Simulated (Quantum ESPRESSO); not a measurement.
Kohn-Sham bands of TePb$_{2}$S (R-3m)

```
CELL_PARAMETERS angstrom
     -2.22198     3.84857     0.00000
     -4.44395     0.00000     0.00000
     -2.22198     1.28286     7.25989
ATOMIC_POSITIONS crystal
  Te 0.50000 0.50000 0.50000
  Pb 0.25828 0.25828 0.22515
  Pb 0.74172 0.74172 0.77485
  S  0.00000 0.00000 0.00000
```

Structure: Materials Project mp-1217283, symmetrised, not relaxed again. Not found in the COD (Crystallography Open Database) copy used; not checked further. Level: PBEsol, spinors with spin-orbit coupling; pw.x of Quantum ESPRESSO at 64 Ry with PseudoDojo potentials, 4×4×4 k-points, Wannier90. Density: 8×8×8 mesh, cold smearing 0.01 Ry. With spin-orbit coupling a semilocal functional can close or falsely invert a small gap; the band order was not checked against a better method.

Energies are relative to the Fermi level; weights are on the orthonormalised atomic waves of the pseudopotential files, averaged over the group. 50 electrons a cell are treated as valence.

| bands | from (eV) | to (eV) | filling | weight on atomic waves |
|---|---|---|---|---|
| 1–4 | -36.94 | -36.92 | filled | … |
| 5–10 | -35.48 | -35.45 | filled | … |
| 11–18 | -17.96 | -17.94 | filled | … |
| 19–30 | -15.44 | -15.34 | filled | … |
| 31–32 | -12.64 | -11.65 | filled | … |
| 33–34 | -11.40 | -10.18 | filled | … |
| 35–38 | -8.40 | -5.90 | filled | … |

### Question
Which atomic shells make up each group?

### Answer

- 1–4, weight on atomic waves: Te 4d 100 %
- 5–10, weight on atomic waves: Te 4d 100 %
- 11–18, weight on atomic waves: Pb 5d 100 %
- 19–30, weight on atomic waves: Pb 5d 99 %
- 31–32, weight on atomic waves: S 3s 75 %, Pb 6p 13 %, Pb 6s 7 %
- 33–34, weight on atomic waves: Te 5s 73 %, Pb 6p 13 %, Pb 6s 8 %
- 35–38, weight on atomic waves: Pb 6s 74 %, Te 5p 8 %, S 3p 8 %

No gap over 0.05 eV opens at the Fermi level at this level of theory; semilocal functionals close the gap of some real semiconductors.
